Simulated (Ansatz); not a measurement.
Os (Fm-3m); total moment held at 0.6 μB.

```xyz
1
Lattice="0.0000 1.9450 1.9450 1.9450 0.0000 1.9450 1.9450 1.9450 0.0000" Properties=species:S:1:pos:R:3 pbc="T T T"
Os    0.0000    0.0000    0.0000
```

Geometry: a structure as deposited in COD; nothing is relaxed.

Settings: r²SCAN, 17×17×17 k mesh, Fermi–Dirac smearing of 0.05 eV. AE-PAW is all-electron PAW in Ansatz 0.2.0 on datasets made for the crystal. Site moments are integrated in spheres about the atoms. Start moments (μB): Os 0.6.

The self-consistent cycle went as follows.

| iteration | Harris–Foulkes energy less the last (meV) | density residual (eV) | M (μB) | ∫|m| (μB) |
| --- | --- | --- | --- | --- |
| 1 | -372.603 | 2.0e+00 | 0.6000 | 0.6000 |
| 2 | -26.955 | 5.0e-01 | 0.6000 | 0.6016 |
| 3 | -43.056 | 2.4e-01 | 0.6000 | 0.6085 |
| 4 | 0.065 | 7.0e-03 | 0.6000 | 0.6045 |
| 5 | -0.922 | 4.1e-03 | 0.6000 | 0.6048 |
| 6 | -0.009 | 2.1e-04 | 0.6000 | 0.6050 |
| 7 | 0.003 | 6.1e-06 | 0.6000 | 0.6048 |
| 8 | 0.001 | 2.4e-06 | 0.6000 | 0.6047 |
| 9 | 0.000 | 5.9e-08 | 0.6000 | 0.6047 |
| 10 | 0.000 | 1.2e-09 | 0.6000 | 0.6047 |
| 11 | 0.000 | 4.0e-10 | 0.6000 | 0.6047 |

Site moments (μB): Os 0.55. Cell moment 0.60 μB.

This cell lies far from its zero-pressure volume, so the numbers describe the cell as given rather than the relaxed compound. The Ansatz runs typed with the search for lower states off end where their start leads. Spin–orbit coupling is left out although heavy atoms are present. The magnetic state is the one that this cell and start allow. It needn't be the compound's measured order, which may need a larger cell or be absent.
